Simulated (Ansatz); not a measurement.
AlIr (rock salt, Fm-3m), plane-wave PAW PBE (Ansatz code), all energies at zero smearing, with the estimated change up to a 700 eV cutoff added, with one set of potentials and settings (totals compare only within such a set). Cell of 2 atoms (1 Ir, 1 Al): -12474.411 eV.

```
element             reference phase  E (eV/atom)
-------  --------------------------  -----------
Ir       Fm-3m, 1 atoms in the cell  -11936.8363
Al       Fm-3m, 1 atoms in the cell    -537.5055
```

Formation energy per atom, worked out: (-12474.411 − 1×(-11936.8363) − 1×(-537.5055))/2 = -0.035 eV/atom (-3 kJ per mol of atoms), at 0 K, without zero-point energy or fitted corrections.

The start of the workflow was typed in or built on a structure type; neither database checked (COD, Materials Project) lists it. Whether it is the stable phase at ambient conditions was not checked. Symmetry was held in the PBE relaxation; whether a distortion lowers the energy is not shown. The run is not spin-polarised. The references are the lowest solids computed at this level, not always the standard phases. Scalar-relativistic: spin–orbit coupling is off unless named, which matters more the heavier the elements.

Potentials: the earlier of the program's two PAW sets.
